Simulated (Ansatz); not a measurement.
Ge:
```yaml
crystal:
  lattice:
    - [4.00224, 0.00000, 0.00000]
    - [-2.00112, 3.46604, 0.00000]
    - [0.00000, 0.00000, 13.14106]
  atoms:
    - { symbol: Ge, position: [0.00000, 0.00000, 0.40681] }
    - { symbol: Ge, position: [0.00000, 0.00000, 0.59319] }
    - { symbol: Ge, position: [0.00000, 0.00000, 0.90681] }
    - { symbol: Ge, position: [0.00000, 0.00000, 0.09319] }
    - { symbol: Ge, position: [0.33333, 0.66667, 0.34412] }
    - { symbol: Ge, position: [0.66667, 0.33333, 0.65588] }
    - { symbol: Ge, position: [0.66667, 0.33333, 0.84412] }
    - { symbol: Ge, position: [0.33333, 0.66667, 0.15588] }
```

Relaxed with r²SCAN. Special points in fractions of this cell's reciprocal vectors: Γ (0.000, 0.000, 0.000); M (0.500, 0.000, 0.000); K (0.333, 0.333, 0.000); A (0.000, 0.000, 0.500); L (0.500, 0.000, 0.500); H (0.333, 0.333, 0.500).

Q: List the band energies nearest the valence-band maximum at these points for DFT-r²SCAN with spin–orbit coupling in the program Ansatz with PAW potentials.

A: In eV from the valence-band maximum; about four levels below and three above (degenerate sets whole), none deeper than 8.9 eV; points with the same levels are listed once.

| k | below | above |
|---|---|---|
| Γ | -0.08 -0.08 0.00 0.00 | 0.18 0.18 0.26 0.26 |
| M | -2.06 -2.06 -1.64 -1.64 | 0.37 0.37 0.49 0.49 |
| K | -2.94 -2.94 -2.26 -2.26 | 1.49 1.49 2.38 2.38 |
| A | -0.36 -0.36 -0.36 -0.36 | 0.33 0.33 0.33 0.33 |
| L | -2.01 -2.01 -2.01 -2.01 | 0.76 0.76 0.76 0.76 |
| H | -2.72 -2.72 -2.70 -2.70 | 1.48 1.48 1.50 1.50 |

Space group P6_3/mmc. The first step of the workflow began from a Materials Project structure, measured or hypothetical; the Crystallography Open Database copy checked does not list it. It is not the phase usual at ambient conditions (space group No. 227). Symmetry was held in the r²SCAN relaxation; of distortions, only those at the zone centre were tested.

Potentials: the earlier of the program's two PAW sets.
